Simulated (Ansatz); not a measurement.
Relaxation of a generated trial cell of Bi2Te3 in the AFLOW prototype A3B2_hR5_155_e_c (D5_e, as in Ni3S2); 5 atoms in the cell, which starts as R32, hexagonal axes (No. 155), hR5; a = 7.890 Å, b = 7.890 Å, c = 9.791 Å, α = 90.00°, β = 90.00°, γ = 120.00°. Method: r2SCAN (plane waves to 500 eV, PAW, scalar-relativistic; Ansatz, a first-principles code). Γ-centred k-mesh 4×4×4 on the run's cell (coarser than for final values), Fermi–Dirac smearing 0.05 eV. This is the first round of the run. 

The optimiser's lines from the output (shortened; P is positive under compression):

```
relax step   1: F+E_penalty+E_count = -45810.52992362 eV  Δ(F+E_penalty+E_count) = +0.000e0 eV  max|allowed force component| = 3.486e-1 eV/Å  Δτ_max = 0.0000 Å  P = +5.142 GPa  Ω = 175.954 Å³  (8 SCF iters, dr2 threshold 1.00e-7 eV, accepted)
relax step   2: F+E_penalty+E_count = -45811.03498803 eV  Δ(F+E_penalty+E_count) = -5.051e-1 eV  max|allowed force component| = 6.239e-1 eV/Å  Δτ_max = 0.1418 Å  P = +0.234 GPa  Ω = 196.293 Å³  (8 SCF iters, dr2 threshold 5.00e-7 eV, accepted)
relax step   3: F+E_penalty+E_count = -45811.30937535 eV  Δ(F+E_penalty+E_count) = -2.744e-1 eV  max|allowed force component| = 4.774e-1 eV/Å  Δτ_max = 0.1967 Å  P = -0.018 GPa  Ω = 201.296 Å³  (8 SCF iters, dr2 threshold 5.00e-7 eV, accepted)
relax step   4: F+E_penalty+E_count = -45811.49850537 eV  Δ(F+E_penalty+E_count) = -1.891e-1 eV  max|allowed force component| = 2.831e-1 eV/Å  Δτ_max = 0.1565 Å  P = -0.169 GPa  Ω = 203.802 Å³  (8 SCF iters, dr2 threshold 5.00e-7 eV, accepted)
relax step   5: F+E_penalty+E_count = -45811.62308555 eV  Δ(F+E_penalty+E_count) = -1.246e-1 eV  max|allowed force component| = 1.258e-1 eV/Å  Δτ_max = 0.1943 Å  P = -0.013 GPa  Ω = 203.953 Å³  (8 SCF iters, dr2 threshold 5.00e-7 eV, accepted)
relax step   6: F+E_penalty+E_count = -45811.65182895 eV  Δ(F+E_penalty+E_count) = -2.874e-2 eV  max|allowed force component| = 5.873e-2 eV/Å  Δτ_max = 0.1556 Å  P = +0.204 GPa  Ω = 204.566 Å³  (8 SCF iters, dr2 threshold 5.00e-7 eV, accepted)
relax step   7: F+E_penalty+E_count = -45811.65297338 eV  Δ(F+E_penalty+E_count) = -1.144e-3 eV  max|allowed force component| = 1.994e-3 eV/Å  Δτ_max = 0.0090 Å  P = -0.023 GPa  Ω = 204.315 Å³  (5 SCF iters, dr2 threshold 2.16e-7 eV, accepted)
relax step   8: F+E_penalty+E_count = -45811.65303444 eV  Δ(F+E_penalty+E_count) = -6.106e-5 eV  max|allowed force component| = 9.176e-4 eV/Å  Δτ_max = 0.0035 Å  P = +0.002 GPa  Ω = 204.313 Å³  (6 SCF iters, dr2 threshold 9.48e-9 eV, accepted)
relax step   9: F+E_penalty+E_count = -45811.65677804 eV  Δ(F+E_penalty+E_count) = -3.744e-3 eV  max|allowed force component| = 9.598e-4 eV/Å  Δτ_max = 0.0000 Å  P = +0.012 GPa  Ω = 204.313 Å³  stress off target by 3.34e-2 GPa  SCF on the basis re-selected at this cell (its energy is not comparable with the rows above)  (7 SCF iters)
relax step  10: F+E_penalty+E_count = -45811.65679390 eV  Δ(F+E_penalty+E_count) = -1.586e-5 eV  max|allowed force component| = 5.437e-4 eV/Å  Δτ_max = 0.0022 Å  P = +0.002 GPa  Ω = 204.362 Å³  (7 SCF iters, dr2 threshold 2.79e-9 eV, accepted)
relax step  11: F+E_penalty+E_count = -45811.65679698 eV  Δ(F+E_penalty+E_count) = -3.085e-6 eV  max|allowed force component| = 5.469e-4 eV/Å  Δτ_max = 0.0000 Å  P = +0.002 GPa  Ω = 204.362 Å³  stress off target by 2.50e-3 GPa  SCF on the basis re-selected at this cell (its energy is not comparable with the rows above)  (6 SCF iters)
```

From the first to the last row the energy changes by -0.23 eV/atom and the volume by +16.1 %. The last row is marked as not comparable with the walk above it, whose basis was carried along; it does compare with step 1, since both stand on a basis selected at the nominal cutoff for their own cell.

Later rounds, restarted from the end of this one on a renewed k-mesh, logged 7 more steps and released under 0.01 eV/atom more. The final structure after all rounds: R32, hexagonal axes (No. 155), hR5; a = 7.7182 Å, b = 7.7182 Å, c = 11.8832 Å, α = 90.00°, β = 90.00°, γ = 120.00°. Between re-selections the logged energies stand on a plane-wave basis carried along with the cell. No spin polarisation in the result.

The run could not lose the symmetry of its start: the end is stationary, and may be a saddle point rather than a minimum.

The relaxed structure here is a generated cell of Bi2Te3: the first start was made by placing the elements on the sites of a structure type, and the end was not matched to a known phase here, so it may be hypothetical. Known forms of Bi2Te3 include space group No. 166.
